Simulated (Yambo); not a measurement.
G0W0@PBEsol for RuP2 (space group Pnnm, No. 58) in Yambo (2×2×4 mesh, 8 Ry block, plasmon pole, screening fixed), without a terminator:

| bands N in G | gap (0, -0.5, -0.5) → (0, 0, 0.25) (eV) | shift of the valence edge (eV) |
|---|---|---|
| 69 | 1.324 | 0.279 |
| 113 | 1.317 | -0.077 |
| 171 | 1.279 | -0.224 |

**Question.** Extrapolate both columns to infinite N with E(N) = E∞ + A/N, test the form, and compare with the terminator.

**Answer.** From two points, E∞ = (N2 E2 − N1 E1)/(N2 − N1). The two largest N give 1.20 eV for the gap and -0.51 eV for the shift; the two smallest give 1.31 eV and -0.64 eV. For the gap the slopes A are 1.2 and 13 eV: the form isn't reached, and its limit is uncertain. For the shift the slopes A are 63 and 49 eV: the form isn't reached, and its limit is uncertain. With the Bruneval-Gonze terminator and 171 bands the run gives 1.22 eV and -0.33 eV, 0.02 eV and 0.18 eV from the extrapolated values: the terminator too is an estimate of the remainder. Block, mesh and the bands in W are held fixed. In the run with 171 bands and a 8 Ry block, which covers more k points, the smallest G0W0 gap is 0.86 eV, Γ → (0, 0, 0.25).

Spin-orbit coupling is not included.

Geometry of the Materials Project entry, not relaxed at this level; primitive cell a = 5.1101 Å, b = 5.9002 Å, c = 2.8975 Å, α = 90.00°, β = 90.00°, γ = 90.00°.

A shift is the quasiparticle energy of the state minus its PBEsol energy.
